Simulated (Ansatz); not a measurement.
A crystal relaxed with r2SCAN in the plane-wave code Ansatz has space group P3m1 (No. 156) and a = 3.836 Å, c = 12.125 Å.

| atom | site | x | y | z |
| --- | --- | --- | --- | --- |
| Xx | 1b | 0.3333 | 0.6667 | 0.0093 |
| La | 1b | 0.3333 | 0.6667 | 0.4940 |
| La | 1c | 0.6667 | 0.3333 | 0.2181 |
| La | 1c | 0.6667 | 0.3333 | 0.7688 |
| N | 1b | 0.3333 | 0.6667 | 0.1595 |
| N | 1b | 0.3333 | 0.6667 | 0.6995 |
| N | 1c | 0.6667 | 0.3333 | 0.4255 |
| N | 1c | 0.6667 | 0.3333 | 0.9752 |

The r2SCAN gap is indirect, 0.65 eV (M to Γ), below the direct gap of 1.70 eV at Γ. With HSE06 the valence top lies at M and the conduction bottom at Γ, 1.26 eV higher; the smallest vertical gap, at Γ, is 2.36 eV. PBE gives an indirect gap of 0.40 eV, from M to Γ; the least direct gap is 1.42 eV at Γ. Meshes: r2SCAN 12×12×2, HSE06 6×6×2, PBE 12×12×2. r2SCAN's ε∞ is 7.1 along x and y, 6.1 along z.

**Question.** Which element is Xx?
A. Al
B. B
C. Tl
D. Ga

**Answer.** A. Xx is Al: an ordered 8-atom cell of La3AlN4 on the wurtzite lattice (P3m1). Al is surrounded by 4 N at 1.82–2.25 Å; La is surrounded by 4 N at 2.37–2.49 Å; La is surrounded by 4 N at 2.33–2.51 Å; La is surrounded by 4 N at 2.37–2.50 Å; N is surrounded by 1 Al at 1.82 Å and 3 La at 2.33 Å; N is surrounded by 4 La at 2.37–2.49 Å; N is surrounded by 4 La at 2.37–2.51 Å; N is surrounded by 3 Al at 2.25 Å and 1 La at 2.50 Å.

Note: simulated data, non-magnetic, for a generated structure that need not be the stable one.

The runs are scalar-relativistic, without spin-orbit coupling.

The meshes of the hybrids are coarse, so their gaps aren't converged to the digits shown.
